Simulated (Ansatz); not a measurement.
RbBr:
Space group Fm-3m (No. 225); a = 6.9259 Å, b = 6.9259 Å, c = 6.9259 Å, α = 90.00°, β = 90.00°, γ = 90.00°

```
atom  site  symmetry       x       y       z
----  ----  --------  ------  ------  ------
Rb      4a      m-3m  0.0000  0.0000  0.0000
Br      4b      m-3m  0.5000  0.5000  0.5000
```
(The calculation used a cell of 2 atoms; values per cell refer to that cell.)

Relaxed with r²SCAN. 

Q: HSE06 on this cell (Ansatz, a first-principles code, PAW) gives a gap of 5.44 eV. What does r²SCAN give?

A: 4.89 eV.

Cost on shared cores: the r²SCAN run (SCF on a 7×7×7 mesh, then bands and DOS) about 19 core-seconds (a rough figure), the HSE06 run (SCF on 5×5×5, then a few points) very roughly 80 core-seconds; the tasks are unlike.

The cell was relaxed with r²SCAN under the symmetry of its start. Spin–orbit coupling is left out wherever it is not named.

Potentials: the later of the program's two PAW sets.

Ansatz is a plane-wave DFT program.
